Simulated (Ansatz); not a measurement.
Ba2Tl5V3O12 and the effect of the Hubbard U on V d

```cif
data_structure
_symmetry_space_group_name_H-M 'P-4'
_symmetry_Int_Tables_number 81
_cell_length_a 6.5455
_cell_length_b 6.5455
_cell_length_c 13.5748
_cell_angle_alpha 90.000
_cell_angle_beta 90.000
_cell_angle_gamma 90.000
_cell_volume 581.59
loop_
_atom_site_label
_atom_site_type_symbol
_atom_site_symmetry_multiplicity
_atom_site_Wyckoff_symbol
_atom_site_fract_x
_atom_site_fract_y
_atom_site_fract_z
_atom_site_occupancy
Ba1 Ba 2 g 0.50000 0.00000 0.56322 1
V1 V 1 b 0.00000 0.00000 0.50000 1
V2 V 1 a 0.00000 0.00000 0.00000 1
V3 V 1 d 0.50000 0.50000 0.50000 1
Tl1 Tl 2 g 0.50000 0.00000 0.02980 1
Tl2 Tl 2 g 0.00000 0.50000 0.68840 1
Tl3 Tl 1 c 0.50000 0.50000 0.00000 1
O1 O 4 h 0.81622 0.88853 0.42632 1
O2 O 4 h 0.82276 0.85849 0.93300 1
O3 O 4 h 0.68323 0.61113 0.57410 1
```

The cell comes from a database or a generator and needn't be the stable form of this composition.

Kept alike: task projected density of states; functional PBE; k mesh 4 × 4 × 2; occupations fermi-dirac, width 0.05 eV; collinear spin, ferromagnetic start. Program: Ansatz, Ansatz PAW, cutoff 420 eV. The mesh is that of the run's cell of 22 atoms. No spin-orbit coupling.

| Hubbard U on V d, U (eV) | pressure (GPa) |
| --- | --- |
| 2 | 0.11 |
| 4 | 0.24 |
| 6 | ? |
| 8 | 0.57 |

Pressure is positive in compression, with a Pulay correction for the finite cutoff. How U acts hangs on the program's projectors. The moments vanished: the runs ended non-magnetic. U is the effective U - J on orthogonalised atomic projectors. Double counting: fully localised limit (the default).

Question: Fit the rows shown and predict the run at 6 eV.

Answer: A least-squares line through the rows shown is pressure = 0.0775 U - 0.055 (largest miss 0.015); at U = 6 it gives 0.41 GPa. The run gave: pressure 0.39 GPa.
